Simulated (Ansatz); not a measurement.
The relaxed structure here is a generated cell of Ta: the first start was made by placing the elements on the sites of a structure type, and the end was not matched to a known phase here, so it may be hypothetical. Known forms of Ta include space group No. 229.

A relaxed cell of Ta (Cmcm (No. 63)), relaxed on a k-mesh at least as fine as the one used below. Calculation: PBEsol (plane waves to 420 eV, PAW, scalar-relativistic; Ansatz, an electronic-structure program). Γ-centred k-mesh 13×13×4 on the run's cell (coarser than for final values), Fermi–Dirac smearing 0.05 eV.

```
CELL_PARAMETERS angstrom
      1.35003    -2.71750     0.00000
      1.35003     2.71750     0.00000
      0.00000     0.00000     9.83479
ATOMIC_POSITIONS crystal
  Ta 0.86633 0.13367 0.12500
  Ta 0.86633 0.13367 0.62500
  Ta 0.13367 0.86633 0.37500
  Ta 0.13367 0.86633 0.87500
```

The atoms are displaced by (Å):

```csv
atom,ux,uy,uz
Ta1,-0.052,-0.088,-0.081
Ta2,0.020,-0.045,-0.004
Ta3,0.050,-0.111,-0.002
Ta4,0.065,-0.028,0.090
```

What forces (eV/Å) and pressure result?


```tsv
atom	Fx	Fy	Fz
Ta1	-0.34	0.14	1.52
Ta2	-0.09	-0.05	0.50
Ta3	0.14	0.10	-0.45
Ta4	0.30	-0.19	-1.57
```

Pressure +0.8 GPa.

The undisplaced cell is probably no minimum: from this displacement the run went on to Im-3m (No. 229), 0.22 eV/atom below it.

No spin polarisation in the result.
